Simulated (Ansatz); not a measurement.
ScNiN$_{2}$:
```
CELL_PARAMETERS angstrom
      1.64162     0.94779    11.03987
     -1.64162     0.94779    11.03987
      0.00000    -1.89558    11.03987
ATOMIC_POSITIONS crystal
  Sc 0.75000 0.75000 0.75000
  Ni 0.00000 0.00000 0.00000
  N  0.55172 0.55172 0.55172
  N  0.94828 0.94828 0.94828
  Sc 0.25000 0.25000 0.25000
  Ni 0.50000 0.50000 0.50000
  N  0.05172 0.05172 0.05172
  N  0.44828 0.44828 0.44828
```
The run is spin-polarised; directions of the spins, atom by atom: 0 ↑ ↓ ↑ 0 ↓ ↑ ↓.

Relaxed with PBEsol. Special points in fractions of this cell's reciprocal vectors: Γ (0.000, 0.000, 0.000); T (0.500, 0.500, 0.500); H2 (0.828, 0.172, 0.500); H0 (0.500, -0.172, 0.172); L (0.500, 0.000, 0.000); S0 (0.336, -0.336, 0.000); S2 (0.664, 0.000, 0.336); F (0.500, 0.000, 0.500).

Problem. List the band energies nearest the Fermi level at these points for PBEsol (plane waves, PAW; program Ansatz).

Solution. In eV from the Fermi level; about four levels below and three above (degenerate sets whole), none deeper than 8.9 eV; points with the same levels are listed once.

```
k                             below                above
----  -----------------------------  -------------------
Γ ↑         -0.72 -0.72 -0.03 -0.03  1.48 1.48 4.07 4.07
T ↑         -1.56 -1.56 -0.86 -0.86  0.65 0.65 1.15 1.15
H2 ↑  -0.71 -0.70 -0.49 -0.49 -0.19       0.62 0.70 0.71
L ↑         -0.40 -0.36 -0.22 -0.06       0.47 0.59 0.78
S0 ↑        -0.68 -0.56 -0.43 -0.19       0.63 0.67 0.73
F ↑         -0.92 -0.41 -0.38 -0.32       0.56 0.75 0.88
```

Space group R-3m. The start of the workflow was typed in or built on a structure type; neither database checked (COD, Materials Project) lists it. Its standing as an ambient phase is unchecked. The PBEsol relaxation kept the symmetry of its start, as lowered by the spin order; its stability against distortions is not shown here. Spin order of the final state: antiferromagnetic, chosen from 4 collinear starts compared on coarse meshes (ties went to the first, and starts can fall back to one state), not a proven ground state. No Hubbard U is applied. Point labels and valley counts follow the cell and symmetry of the run, lower than the named group.

Potentials: the later of the program's two PAW sets.
